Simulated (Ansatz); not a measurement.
Polymorphs of AlGa₃N₄, each relaxed with LDA in the plane-wave PAW code Ansatz:

A: Pm
a = 5.097 Å, b = 3.136 Å, c = 5.427 Å, α = γ = 90.00°, β = 90.04°

| atom | site | symmetry | x | y | z |
|---|---|---|---|---|---|
| Al | 1b | m | 0.0006 | 0.5000 | 0.6674 |
| Ga | 1b | m | 0.4990 | 0.5000 | 0.3349 |
| Ga | 1a | m | 0.4990 | 0.0000 | 0.8316 |
| Ga | 1a | m | 0.9996 | 0.0000 | 0.1662 |
| N | 1b | m | 0.1198 | 0.5000 | 0.3398 |
| N | 1a | m | 0.1179 | 0.0000 | 0.8267 |
| N | 1a | m | 0.6205 | 0.0000 | 0.1662 |
| N | 1b | m | 0.6310 | 0.5000 | 0.6673 |

B: P-43m
a = 4.4270 Å, b = 4.4270 Å, c = 4.4270 Å, α = 90.00°, β = 90.00°, γ = 90.00°

```json
[
 {"atom": "Al", "site": "1a", "symmetry": "-43m", "x": "0.0000", "y": "0.0000", "z": "0.0000"},
 {"atom": "Ga", "site": "3c", "symmetry": "-42.m", "x": "0.0000", "y": "0.5000", "z": "0.5000"},
 {"atom": "N", "site": "4e", "symmetry": ".3m", "x": "0.2452", "y": "0.2452", "z": "0.2452"}
]
```

**Question.** Rank these by energy per atom at 0 K (lowest first), as LDA gives it.

**Answer.** A (+0 meV/atom), B (+7 meV/atom)

**Question.** Give each one's gap.

**Answer.** A 2.62 eV; B 2.56 eV.

Standing as an ambient phase not checked: A; B. Perhaps ordered models of mixed-site phases: A; B. All cells were relaxed under the symmetry of their starts (and spin orders); stability against distortions was not tested throughout. Scalar-relativistic: spin–orbit coupling is off unless named, which matters more the heavier the elements.

Energies hold the estimated change up to a 700 eV cutoff; steps of a few meV lie near the error of the meshes.

Potentials: the later of the program's two PAW sets.
